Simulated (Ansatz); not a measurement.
CdH₂O₂:
```xyz
5
Lattice="3.5062 0.0000 0.0000 -1.7531 3.0365 0.0000 0.0000 0.0000 4.5986" Properties=species:S:1:pos:R:3 pbc="T T T"
Cd     0.0000     0.0000     0.0000
H      1.7531     1.0122     2.5299
H      0.0000     2.0243     2.0687
O      1.7531     1.0122     3.4941
O      0.0000     2.0243     1.1045
```

Relaxed with r²SCAN+D4. Independent-particle spectrum: no excitons, no local fields, no scissors shift; 0.1 eV broadening; ε₁ of the summed bands alone.

Question: Tabulate the dielectric function from DFT-r²SCAN+D4 in the program Ansatz with PAW potentials.

Answer: 

```
E (eV)  ε₁ xx  ε₂ xx  ε₁ zz  ε₂ zz
------  -----  -----  -----  -----
0.0      3.16   0.00   2.80   0.00
0.3      3.16   0.00   2.80   0.00
0.6      3.18   0.00   2.81   0.00
0.9      3.20   0.00   2.81   0.00
1.2      3.23   0.00   2.82   0.00
1.5      3.27   0.00   2.84   0.00
1.8      3.33   0.00   2.85   0.00
2.1      3.42   0.00   2.88   0.00
2.4      3.54   0.00   2.90   0.00
2.7      3.77   0.04   2.94   0.00
3.0      3.96   0.26   2.98   0.01
3.3      4.14   0.44   3.02   0.03
3.6      4.23   1.04   3.07   0.04
3.9      3.92   1.32   3.12   0.06
4.2      3.69   1.44   3.18   0.09
4.5      3.52   1.51   3.24   0.12
4.8      3.40   1.55   3.30   0.16
5.1      3.30   1.56   3.36   0.21
5.4      3.24   1.58   3.43   0.26
5.7      3.21   1.62   3.50   0.31
6.0      3.20   1.68   3.59   0.37
6.3      3.20   1.77   3.70   0.43
6.6      3.20   1.90   3.89   0.51
6.9      3.20   2.07   4.01   0.81
7.2      3.17   2.47   4.01   1.01
7.5      2.82   2.60   4.02   1.19
7.8      2.52   2.77   4.04   1.35
8.1      2.26   2.89   4.09   1.53
8.4      1.79   2.92   4.20   1.76
8.7      1.11   2.88   4.41   2.17
9.0      0.80   2.18   4.22   3.11
9.3      0.90   1.58   3.56   3.66
9.6      1.25   1.29   2.41   3.81
9.9      1.66   1.19   1.65   2.94
10.2     1.99   1.41   1.85   2.47
10.5     1.95   1.74   1.60   2.45
10.8     1.87   2.03   1.73   1.88
11.1     1.36   1.90   2.01   1.78
11.4     1.68   1.57   2.20   1.66
11.7     1.79   1.96   2.48   1.85
12.0     1.47   1.84   2.39   2.21
```

Question: From ε at 2.9 eV (xx: 3.92 + 0.19i), find n, k, the normal reflectivity and the absorption coefficient.

Answer: n = 1.98, k = 0.048, R = 11 %, α = 2kE/ħc = 14000 cm⁻¹.

With all bands, ε∞ without local fields is 3.41 (xx = yy), 3.02 (zz).

Space group P-3m1. The first step of the workflow began from a Materials Project structure, measured or hypothetical; the Crystallography Open Database copy checked does not list it. Its standing as an ambient phase is unchecked. The cell was relaxed with r²SCAN+D4 under the symmetry of its start; whether a distortion lowers the energy is not shown. Spin–orbit coupling is left out wherever it is not named.

Potentials: the later of the program's two PAW sets.
